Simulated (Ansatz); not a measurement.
Consider the following.

SrTaNO2:
```yaml
crystal:
  lattice:
    - [3.96493, 0.00000, 0.00000]
    - [0.00000, 4.02225, 0.00000]
    - [0.00000, 0.00000, 3.99698]
  atoms:
    - { symbol: Sr, position: [0.00000, 0.00000, 0.02653] }
    - { symbol: Ta, position: [0.50000, 0.50000, 0.51446] }
    - { symbol: N, position: [0.50000, 0.00000, 0.47972] }
    - { symbol: O, position: [0.00000, 0.50000, 0.48362] }
    - { symbol: O, position: [0.50000, 0.50000, 0.99566] }
```

This is the LDA-relaxed structure. x, y and z are the axes in which the lattice vectors are written.

Task: All from plane-wave PAW LDA (Ansatz code), unless another level is named. Predict the Born charges (a third of the trace).

Result: Sr +2.54, Ta +8.97, N -4.82, O -3.50 to -3.19 e.

Task: Give the electronic dielectric constant ε∞ (DFPT).

Result: 6.94 (xx), 12.6 (yy), 6.13 (zz).

Space group Pmm2. The workflow started from a Materials Project entry (that database holds measured and hypothetical structures alike); the Crystallography Open Database copy checked does not list it. With N and O taken as one species the cell has the higher symmetry P4mm, so it may be an ordered model of a mixed-site phase. Whether it is the stable phase at ambient conditions was not checked. The LDA relaxation kept the symmetry of its start. At this level the phase is dynamically unstable (imaginary phonons). The run is not spin-polarised. Spin–orbit coupling is left out wherever it is not named.

Potentials: the later of the program's two PAW sets.
